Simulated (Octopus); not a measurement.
**SrTiO₃ (Pm-3m, No. 221): Octopus summary**

SrTiO3 (Pm-3m, No. 221):
```xyz
5
Lattice="3.9127 0.0000 0.0000 0.0000 3.9127 0.0000 0.0000 0.0000 3.9127" Properties=species:S:1:pos:R:3 pbc="T T T"
Sr     0.0000     0.0000     0.0000
Ti     1.9563     1.9563     1.9563
O      1.9563     0.0000     1.9563
O      0.0000     1.9563     1.9563
O      1.9563     1.9563     0.0000
```
The cell is a database entry, not relaxed again.

Method: LDA in Octopus 16.4; grid spacing about 0.16 Å, Γ-centred 6×6×6 k-mesh, no spin polarisation; PseudoDojo 0.4 LDA potentials.

Task: What band gap does LDA give on the standard high-symmetry path?

Result: 1.80 eV, from R to Γ; smallest direct gap on the path 2.17 eV. A grid finer by a fifth moves the gap between mesh points by under 0.01 eV.
